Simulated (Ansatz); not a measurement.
## Quadrupolar parameters in P at a changed volume

The cell is a structure deposited in the COD, relaxed with PBE at fixed cell and then changed (volume scaled by 1.06, ions relaxed).

```yaml
crystal:
  lattice:
    - [1.68792, -5.26069, 0.00000]
    - [1.68792, 5.26069, 0.00000]
    - [0.00000, 0.00000, 4.40167]
  atoms:
    - { symbol: P, position: [0.89845, 0.10155, 0.08157] }
    - { symbol: P, position: [0.60155, 0.39845, 0.58157] }
    - { symbol: P, position: [0.10155, 0.89845, 0.91843] }
    - { symbol: P, position: [0.39845, 0.60155, 0.41843] }
```

Atoms are numbered from 1 in the order listed; like atoms form one site, named after its first atom.

All values are calculated (Ansatz; DFT, PBE, plane waves and PAW, scalar-relativistic, 420 eV cutoff, Γ-centred 15×15×11 k-points, Fermi–Dirac smearing 0.05 eV), not measured.

Conventions: |V_zz| ≥ |V_yy| ≥ |V_xx|, η = (V_xx − V_yy)/V_zz, C_Q = eQV_zz/h.

Question: Give the quadrupolar parameters of the distinct sites.

Answer: 

```csv
site,atoms (order as listed),first shell,V_zz (10²¹ V/m²),η,C_Q (MHz)
P,"1, 2, 3, 4",3 P at 2.25 Å,-7.76,0.01,–
```

The structure holds P–P bonds (2.25 Å). At P V_zz stands upright on the plane through its three neighbours (within 7°).

P has no stable isotope with a ground-state quadrupole moment in the table, so no C_Q is given.

The run finds no gap above 0.1 eV (a metal, or nearly one), so the gradients can move by 10 % or more with the k-mesh. Semilocal functionals make gaps too small and can close them, so the real compound need not be a metal.
